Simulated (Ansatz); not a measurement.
SnS₂ (CdI2 type, P-3m1) at seven volumes, LDA (plane waves, PAW; program Ansatz), shape and atoms relaxed at each. One row is withheld.

```
V (Å³/atom)  P (GPa)
-----------  -------
19.757          4.43
20.408          2.45
21.060          0.98
21.711          0.00
22.362             ?
23.014         -1.06
23.665         -1.25
```

Q: Fit the shown pressures and predict the withheld one.

A: P = (3/2)B₀(x^(7/2) − x^(5/2))[1 + (3/4)(B′ − 4)(x − 1)] with x = (V₀/V)^(2/3). Least squares on the six rows gives V₀ = 21.707 Å³/atom, B₀ = 27.3 GPa, B′ = 12.83. At V = 22.362, x = 0.9804 and P = -0.67 GPa. The run itself gave -0.72 GPa.

The cell was relaxed with LDA under the symmetry of its start. A crystal of weakly bound layers computed without a dispersion correction: the cell and the soft elastic constants depend strongly on that. Spin–orbit coupling is left out wherever it is not named.

Potentials: the later of the program's two PAW sets.
